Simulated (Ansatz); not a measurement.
Exchange in KMnF3 by functional

```xyz
10
Lattice="8.3786 0.0000 0.0000 0.0000 4.1893 0.0000 0.0000 0.0000 4.1893" Properties=species:S:1:pos:R:3 pbc="T T T"
K     2.0947    2.0947    2.0947
Mn    0.0000    0.0000    0.0000
F     2.0947    0.0000    0.0000
F     0.0000    2.0947    0.0000
F     0.0000    0.0000    2.0947
K     6.2840    2.0947    2.0947
Mn    4.1893    0.0000    0.0000
F     6.2840    0.0000    0.0000
F     4.1893    2.0947    0.0000
F     4.1893    0.0000    2.0947
```

The same starts (parallel, antiparallel patterns that fit this cell, and no moments) were run with plane-wave PAW DFT (Ansatz 0.2.0; atoms fixed, collinear spin, no spin-orbit coupling; 4×7×7 Γ-centred mesh, fermi-dirac occupations of width 0.050 eV) at these levels: r2SCAN, 500 eV; r2SCAN with U_eff = 2.7 eV on Mn d (all-electron-ortho-atomic projectors), 500 eV.

Q: How do order, exchange and moments depend on the level?

A: The runs give, at zero smearing:

```
     level               lowest state  mean moment on Mn (μB)  parallel less best compensated antiparallel (meV per Mn)  gain over no moments (meV per Mn)
    r2SCAN  antiparallel, compensated                    4.22                                                       +18                               3779
r2SCAN + U  antiparallel, compensated                    4.25                                                       +10                               4843
```

Site moments are taken in small spheres that don't touch (radius about 0.4 of the atom's shortest bond), so those of the magnetic atoms read low. Both levels favour antiparallel moments: the difference runs from +10 to +18 meV per Mn. The U weakens the coupling, as expected where exchange goes by hopping and scales with the inverse of the on-site repulsion.

The cell is that of a Crystallography Open Database entry, unchanged but doubled along one cell vector so that moments can oppose.

Caveats: only orders that fit this cell were tried, so the true order may need a larger cell or canted moments; atoms and cell are held at the entry's values; differences under about 5 meV per magnetic atom weren't tested against a denser mesh or another U, and are taken as unresolved; the U is a value in common use, not computed for this crystal; the state without moments isn't the paramagnet, so the last column is no ordering energy, and a U inflates it.
